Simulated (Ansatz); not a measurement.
C:
```yaml
crystal:
  lattice:
    - [0.00000, 3.73691, 3.73691]
    - [3.73691, 0.00000, 3.73691]
    - [3.73691, 3.73691, 0.00000]
  atoms:
    - { symbol: C, position: [0.57048, 0.28857, 0.57048] }
    - { symbol: C, position: [0.96143, 0.67952, 0.67952] }
    - { symbol: C, position: [0.57048, 0.57048, 0.28857] }
    - { symbol: C, position: [0.67952, 0.96143, 0.67952] }
    - { symbol: C, position: [0.57048, 0.57048, 0.57048] }
    - { symbol: C, position: [0.67952, 0.67952, 0.67952] }
    - { symbol: C, position: [0.28857, 0.57048, 0.57048] }
    - { symbol: C, position: [0.67952, 0.67952, 0.96143] }
```

Relaxed with r²SCAN. Special points in fractions of this cell's reciprocal vectors: Γ (0.000, 0.000, 0.000); X (0.500, 0.000, 0.500); U (0.625, 0.250, 0.625); K (0.375, 0.375, 0.750); L (0.500, 0.500, 0.500); W (0.500, 0.250, 0.750).

Problem. List the band energies nearest the valence-band maximum at these points for DFT-r²SCAN in the program Ansatz with PAW potentials.

Solution. In eV from the valence-band maximum; about four levels below and three above (degenerate sets whole), none deeper than 8.9 eV; points with the same levels are listed once.

```tsv
k	below	above
Γ	-6.12 -6.12 0.00 0.00	2.48 2.49 2.49 2.49
X	-4.22 -4.22 -3.07 -3.07	3.52 3.52 4.44 4.44
U	-4.35 -3.79 -3.65 -2.78	3.46 3.74 4.26
L	-5.04 -5.04 -1.89 -1.89	2.53 3.01 4.19 4.19
W	-3.96 -3.96 -3.36 -3.36	3.79 3.79 4.45 4.45
```

Space group Fd-3m. The start of the workflow was typed in or built on a structure type. Its sites differ from those of the usual phase in this space group: another stacking or structure type. The r²SCAN relaxation kept the symmetry of its start; whether a distortion lowers the energy is not shown.

Potentials: the later of the program's two PAW sets.
